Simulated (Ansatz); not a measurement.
Values for one crystal, relaxed and computed with r²SCAN in the plane-wave PAW code Ansatz; other levels are named.

```yaml
volume_per_atom: 16.14 Å³
electronic_character: metallic (no gap)
Pressure derivative B′: 5.3
Formation energy from the elements (no fitted shifts): -0.42 eV/atom
Density of states at the Fermi level: 0.25 states/eV per atom (mean over ±0.08 eV)
Gap with spin–orbit coupling: none (metallic)
Bulk modulus (Birch–Murnaghan fit): 136 GPa
```

Question: Pick the material that matches.
A) LaS, rock salt
B) ZnSe, P-6m2 (Zn on 1a, Se on 1f)
C) GePd, Pnma (Ge on 4c, Pd on 4c)
D) CeGe2Ru2, I4/mmm (Ce on 2a, Ge on 4e, Ru on 4d)

Answer: C, GePd, Pnma (Ge on 4c, Pd on 4c)

The workflow started from a Materials Project entry (that database holds measured and hypothetical structures alike); the Crystallography Open Database files this formula in space group No. 62, but the cells were not matched. Whether it is the stable phase at ambient conditions was not checked. The cell was relaxed with r²SCAN under the symmetry of its start; whether a distortion lowers the energy is not shown. No spin polarisation was allowed. The references are the lowest solids computed at this level, not always the standard phases. Scalar-relativistic: spin–orbit coupling is off unless named, which matters more the heavier the elements.

Potentials: the later of the program's two PAW sets.
